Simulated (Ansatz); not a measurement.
The end point of a relaxation of In. Space group I4/mmm (No. 139), AFLOW prototype A_tI2_139_a (A6, as in In). Level of theory: PBE (plane waves to 420 eV, PAW, scalar-relativistic; Ansatz, a first-principles code).

Space group I4/mmm (No. 139); a = 3.735 Å, b = 3.735 Å, c = 3.969 Å, α = 90.00°, β = 90.00°, γ = 90.00°

| atom | site | symmetry | x | y | z |
|---|---|---|---|---|---|
| In | 2a | 4/mmm | 0.0000 | 0.0000 | 0.0000 |
(The calculation used a cell of 1 atom; values per cell refer to that cell.)

| Item | Result |
|---|---|
| Volume per atom | 27.69 Å³ |
| Band gap | zero (metallic) |
| Shortest distances | In–In 3.30 Å |
| k-mesh | 17×17×17 |

No spin polarisation in the result.

The run could not lose the symmetry of its start.
